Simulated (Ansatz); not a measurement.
System: Si (diamond type), 2 atoms in the cell.

Computed with Ansatz 0.2.0 development build, PBE, plane waves, PAW datasets (earlier set, tuned by hand).

Cutoff 460 eV; k-mesh 8×8×8 Γ-centred; Fermi–Dirac smearing of 0.1 eV; no spin polarisation.

```
Si
1.0
     0.00000    2.73500    2.73500
     2.73500    0.00000    2.73500
     2.73500    2.73500    0.00000
Si
2
Direct
  0.00000 0.00000 0.00000
  0.25000 0.25000 0.25000
```

(1) Would the cell expand or shrink if it were free to relax?

Results:

(1) The pressure is 0.00 GPa, close to zero.

The stress includes the program's correction for the finite plane-wave basis.
